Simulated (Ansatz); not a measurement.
## Relaxing a structure of Bi

The start is a relaxed Bi cell displaced along its unstable phonon at q = Γ (51i cm⁻¹), largest move 0.15 Å. The structure is fully relaxed (lattice and positions, P = 0) with PBE (plane waves to 420 eV, PAW, scalar-relativistic; Ansatz, an electronic-structure program). The first steps use a coarse 5×5×5 k-mesh.

Initial structure:
```
Bi
1.0
    6.37873     0.00000     0.00000
    0.00000     6.37873     0.00000
    0.00000     0.00000     6.37873
Bi
8
Direct
  0.25000   0.00000   0.50000
  0.75000   0.00000   0.50000
  0.00000   0.52352   0.25000
  0.00000   0.47648   0.75000
  0.50000   0.25000   0.02352
  0.50000   0.75000   0.97648
  0.00000   0.00000   0.00000
  0.50000   0.50000   0.50000
```

Question: Which atoms feel the largest initial force, and how large is it?

Answer: 0.14 eV/Å, on Bi3, Bi4, Bi5, Bi6 (atoms numbered as listed).

Question: How much energy is released per atom?

Answer: 0.02 eV/atom.

Question: How does the volume per atom move from start to end?

Answer: +2.5 %, from 32.44 to 33.25 Å³/atom.

Question: How do the shortest distances between atoms change?

Answer: The closest pairs of elements (up to four, under 3.6 Å), start → end: Bi–Bi 3.19 → 3.15 Å.

Question: Is the relaxed structure metallic? Give its gap.

Answer: No gap (metallic).

Question: Give the final cell and atomic positions.

Answer: 
```cif
data_Bi8
_chemical_formula_sum 'Bi8'
_space_group_name_H-M_alt 'P42/m'
_space_group_IT_number 84
_space_group_name_Hall '-P 4c'
_cell_length_a 6.50070
_cell_length_b 6.50070
_cell_length_c 6.29528
_cell_angle_alpha 90.000
_cell_angle_beta 90.000
_cell_angle_gamma 90.000
loop_
_atom_site_label
_atom_site_type_symbol
_atom_site_symmetry_multiplicity
_atom_site_Wyckoff_symbol
_atom_site_fract_x
_atom_site_fract_y
_atom_site_fract_z
_atom_site_occupancy
Bi1 Bi 2 e 0.00000 0.00000 0.25000 1
Bi2 Bi 4 j 0.42578 0.24338 0.00000 1
Bi3 Bi 2 c 0.00000 0.50000 0.00000 1
```

Final values are on a 7×7×8 k-mesh of the relaxed cell. No spin polarisation in the result.

The run could not lose the symmetry of its start: the end is stationary, and may be a saddle point rather than a minimum.

The relaxed structure here is a generated cell of Bi: the first start was made by placing the elements on the sites of a structure type, and the end was not matched to a known phase here, so it may be hypothetical. Known forms of Bi include space group No. 166.
